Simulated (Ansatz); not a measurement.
Ga₂PN:
```
Ga2PN
1.0
    3.55303     0.00000     0.00000
   -1.77652     3.07701     0.00000
    0.00000     0.00000     5.90244
Ga P N
2 1 1
Direct
  0.00000   0.00000   0.46727
  0.66667   0.33333   0.03843
  0.00000   0.00000   0.87090
  0.66667   0.33333   0.37341
```

This is the PBE-relaxed structure.

Task: All from plane-wave PAW PBE (Ansatz code), unless another level is named. Give the electronic character.

Result: metallic (no gap).

Task: Next, the density of states at the Fermi level?

Result: 0.09 states/eV per atom (mean over ±0.08 eV).

Task: What about the formation energy from the elements (no fitted shifts)?

Result: -0.17 eV/atom.

Space group P3m1. The start of the workflow was typed in or built on a structure type; neither database checked (COD, Materials Project) lists it. Its standing as an ambient phase is unchecked. The PBE relaxation kept the symmetry of its start; whether a distortion lowers the energy is not shown. The references are the lowest solids computed at this level, not always the standard phases (solids in place of the gases). Spin–orbit coupling is left out wherever it is not named.

Potentials: the earlier of the program's two PAW sets.
